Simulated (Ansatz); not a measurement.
Zr$_{2}$SiB$_{2}$:
```yaml
crystal:
  lattice:
    - [3.18752, 0.00000, 0.00000]
    - [-1.59376, 2.76047, 0.00000]
    - [0.00000, 0.00000, 7.80270]
  atoms:
    - { symbol: Zr, position: [0.33333, 0.66667, 0.72037] }
    - { symbol: Zr, position: [0.33333, 0.66667, 0.27963] }
    - { symbol: Si, position: [0.00000, 0.00000, 0.00000] }
    - { symbol: B, position: [0.00000, 0.00000, 0.50000] }
    - { symbol: B, position: [0.66667, 0.33333, 0.50000] }
```

Relaxed with PBE. Special points in fractions of this cell's reciprocal vectors: Γ (0.000, 0.000, 0.000); M (0.500, 0.000, 0.000); K (0.333, 0.333, 0.000); A (0.000, 0.000, 0.500); L (0.500, 0.000, 0.500); H (0.333, 0.333, 0.500).

**Question.** List the band energies nearest the Fermi level at these points for PBE in the plane-wave PAW code Ansatz.

**Answer.** In eV from the Fermi level; about four levels below and three above (degenerate sets whole), none deeper than 8.9 eV; points with the same levels are listed once.

```tsv
k	below	above
Γ	-2.29 -1.99 -1.99 -1.77	1.09 1.09 1.10 1.10
M	-3.59 -3.03 -2.00 -0.93	1.67 2.38 2.48
K	-2.30 -2.28 -2.07 -0.04	1.72 1.88 3.01
A	-3.74 -1.98 -1.98 -0.79	0.93 0.93 1.00
L	-2.63 -2.48 -2.38 -1.22	0.92 1.71 3.17
H	-2.30 -2.21 -2.13 -0.23	2.92 2.94 3.29
```

Space group P-6m2. The start of the workflow was typed in or built on a structure type; neither database checked (COD, Materials Project) lists it. Whether it is the stable phase at ambient conditions was not checked. The PBE relaxation kept the symmetry of its start; its stability against distortions is not shown here. The run is not spin-polarised. Scalar-relativistic: spin–orbit coupling is off unless named, which matters more the heavier the elements.

Potentials: the earlier of the program's two PAW sets.
